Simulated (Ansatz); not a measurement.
A distorted cell of TiTe2 (CdI2 type):

```
CELL_PARAMETERS angstrom
      7.39463     0.00000     0.00000
     -1.84866     3.20197     0.00000
      0.00000     0.00000     6.38398
ATOMIC_POSITIONS crystal
  Ti 0.00000 0.00000 0.00000
  Ti 0.50000 0.00000 0.00000
  Te 0.13746 0.66667 0.27110
  Te 0.66667 0.66667 0.27110
  Te 0.33333 0.33333 0.72890
  Te 0.83333 0.33333 0.72890
```

These are PBE-D3(BJ) (plane waves to 420 eV, PAW, scalar-relativistic; Ansatz, an electronic-structure program) values and carry that method's errors. k mesh 6×12×6 (Γ-centred), Fermi-Dirac smearing 0.05 eV. The energy includes the smearing's −TS. Compression counts positive. With partly filled bands, energies and forces of such displacements shift with the k mesh and the smearing. Spin-orbit coupling is left out, though Te is heavy. TiTe2 is run without spin polarisation. TiTe2 was relaxed with its symmetry unable to fall.

### Question
What forces act on the atoms (eV/Å, Cartesian)?

### Answer
| atom | Fx | Fy | Fz |
|---|---|---|---|
| Ti1 | -0.278 | 0.167 | -0.391 |
| Ti2 | -0.260 | -0.016 | 0.134 |
| Te3 | 1.263 | 0.045 | 0.220 |
| Te4 | -0.467 | -0.199 | 0.008 |
| Te5 | -0.044 | 0.004 | 0.011 |
| Te6 | -0.215 | 0.000 | 0.018 |

### Question
What is the stress tensor (GPa)?

### Answer
```
    0.5     -0.4      1.5
   -0.4      0.2     -0.3
    1.5     -0.3      0.5
```
The pressure, a third of the trace, is 0.4 GPa.

### Question
In it atom 3 sits (-0.216, 0.000, 0.000) Å away from its relaxed site. What is its energy relative to the relaxed cell?

### Answer
136 meV/cell.

(For displaced atoms, the force is minus the slope of the energy, and its curvature is a force constant, which sets phonon frequencies.)
